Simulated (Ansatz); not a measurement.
LaBRh3 (cubic perovskite, Pm-3m), a = b = c = 4.2575 Å, α = β = γ = 90.00°.

Relaxed with r²SCAN.

Problem. Which orbitals make up the states near the Fermi level in r²SCAN (plane waves, PAW; program Ansatz)?

Solution. Within 0.5 eV of the Fermi level: Rh 4d 85 %. Projections are on Löwdin-orthogonalised atomic valence shells; empty p or d shells of many metals are not among them.

Problem. Tabulate the density of states.

Solution. States/eV per cell of 5 atoms, in 0.25 eV bins, energy from the Fermi level.

```csv
E (eV),total,Rh 4d,La 4f,La 5d
-7.85,0.39,0.09,0.00,0.03
-7.60,0.23,0.05,0.00,0.01
-7.35,0.13,0.03,0.00,0.01
-7.10,0.07,0.02,0.00,0.00
-6.85,0.03,0.01,0.00,0.00
-6.60,0.00,0.00,0.00,0.00
-6.35,0.18,0.09,0.00,0.02
-6.10,0.65,0.34,0.00,0.05
-5.85,1.06,0.56,0.00,0.06
-5.60,1.77,0.92,0.00,0.07
-5.35,2.27,1.17,0.00,0.08
-5.10,2.32,1.17,0.01,0.08
-4.85,2.35,1.22,0.01,0.09
-4.60,2.67,1.54,0.02,0.10
-4.35,5.21,3.56,0.04,0.27
-4.10,5.48,4.13,0.03,0.42
-3.85,2.14,1.45,0.01,0.25
-3.60,2.91,2.11,0.01,0.35
-3.35,4.18,3.09,0.02,0.50
-3.10,7.74,5.82,0.04,0.81
-2.85,8.63,6.74,0.06,0.90
-2.60,5.56,4.56,0.05,0.47
-2.35,10.49,8.89,0.09,0.64
-2.10,8.17,6.80,0.06,0.60
-1.85,9.11,7.80,0.08,0.40
-1.60,7.43,6.45,0.10,0.38
-1.35,13.52,12.18,0.29,0.40
-1.10,4.75,3.82,0.06,0.25
-0.85,5.13,3.67,0.05,0.43
-0.60,3.55,2.53,0.04,0.27
-0.35,3.04,2.44,0.02,0.19
-0.10,4.16,3.79,0.01,0.12
0.15,2.52,2.29,0.01,0.07
0.40,0.27,0.09,0.00,0.05
0.65,0.28,0.11,0.00,0.04
0.90,0.35,0.16,0.01,0.03
1.15,0.52,0.26,0.01,0.03
1.40,1.15,0.59,0.02,0.09
1.65,4.61,2.20,0.14,0.44
1.90,4.08,1.81,0.10,0.58
2.15,3.31,1.42,0.09,0.72
2.40,2.14,0.77,0.08,0.58
2.65,1.79,0.52,0.09,0.63
2.90,2.50,0.61,0.16,1.16
3.15,3.57,0.67,0.46,1.86
3.40,5.16,0.66,1.31,2.47
3.65,8.75,0.57,4.79,2.56
3.90,20.95,0.76,17.91,1.48
```

The workflow started from an entry of the Crystallography Open Database (COD). Whether it is the stable phase at ambient conditions was not checked. The r²SCAN relaxation kept the symmetry of its start; its stability against distortions is not shown here. No spin polarisation was allowed. Spin–orbit coupling is left out wherever it is not named.

Potentials: the later of the program's two PAW sets.
